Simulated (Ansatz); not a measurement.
## TaMnB₄ (P6/mmm) at 2 levels of theory

One geometry, relaxed with PBE; plane waves with PAW potentials in Ansatz, scalar-relativistic unless the row names spin-orbit coupling. Collinear spin, ending at 2.2 μB a primitive cell. Gaps are the least over mesh and band path; pressure is positive in compression.

```xyz
6
Lattice="3.0519 0.0000 0.0000 -1.5260 2.6430 0.0000 0.0000 0.0000 6.2813" Properties=species:S:1:pos:R:3 pbc="T T T"
Ta    0.0000    0.0000    3.1407
Mn    0.0000    0.0000    0.0000
B     0.0000    1.7620    4.8102
B     0.0000    1.7620    1.4711
B     1.5260    0.8810    4.8102
B     1.5260    0.8810    1.4711
```

```
level  cutoff (eV)   k mesh  gap (eV)  pressure (GPa)  largest moment (μB)
  PBE          420  12×12×6         0             0.0                 2.13
```

Q: What comes out on the same cell with PBE with spin-orbit coupling?

A:
```csv
level,cutoff (eV),k mesh,gap (eV),pressure (GPa),largest moment (μB)
PBE with spin-orbit coupling,420,12×12×6,0,-0.1,2.08
```

Spin-orbit coupling matters for the bands of heavy elements and enters only rows that name it.

The cell was found from a structure generator's guess, not taken from experiment.
